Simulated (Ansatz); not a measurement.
A relaxed cell of In₄Sb₃As is given with its symmetry left out. The cell was found from a structure generator's guess, not taken from experiment.

All numbers below come from DFT PBE, scalar-relativistic, plane waves, PAW (Ansatz). Cutoff 420 eV, Γ-centred mesh, Gaussian smearing, no spin polarisation.

```yaml
crystal:
  lattice:
    - [4.60436, 0.00000, 0.00000]
    - [-2.30218, 3.98750, 0.00000]
    - [0.00000, 0.00000, 15.14358]
  atoms:
    - { symbol: In, position: [0.66667, 0.33333, 0.24730] }
    - { symbol: In, position: [0.66667, 0.33333, 0.76033] }
    - { symbol: In, position: [0.33333, 0.66667, 0.99007] }
    - { symbol: In, position: [0.33333, 0.66667, 0.50381] }
    - { symbol: Sb, position: [0.66667, 0.33333, 0.43712] }
    - { symbol: Sb, position: [0.33333, 0.66667, 0.18081] }
    - { symbol: Sb, position: [0.33333, 0.66667, 0.69335] }
    - { symbol: As, position: [0.66667, 0.33333, 0.93822] }
```

Energies over the elements count from the elements' standard structures at the same level, with no fitted energy shifts.

(1) What space group does it have?

(2) What is its formation energy per atom?

(3) Is it a metal?

Results:

(1) P3m1 (No. 156), with Sb and As ordered on wurtzite sites. Conventional cell: a = 4.604 Å, c = 15.144 Å. In on its first site has 4 Sb at 2.84–2.87 Å; around In on its second site lie 1 As at 2.69 Å and 3 Sb at 2.85 Å; around Sb on its first site lie 4 In at 2.84–2.87 Å; around As lie 4 In at 2.69–2.77 Å; 4 more sites not described.

(2) −0.13 eV/atom.

(3) There is no gap on the 12×12×4 mesh, but valence and conduction bands overlap by only 0.09 eV, so at this level it is a semimetal.

The last run used a 12×12×4 mesh (in the run's order of axes) for its 8-atom cell and Gaussian smearing of 0.10 eV. Spin–orbit coupling, which can matter for Sb, is left out. The zero gap may come from the functional, which often closes small gaps. The reference form of As is held partly by dispersion forces, which this level lacks. Symmetry constrained the relaxation, so the result can be a saddle point. Another cell of In4Sb3As relaxed alike, in P-4m2, lies 13 meV/atom lower, so this cell isn't the stable form at this level.
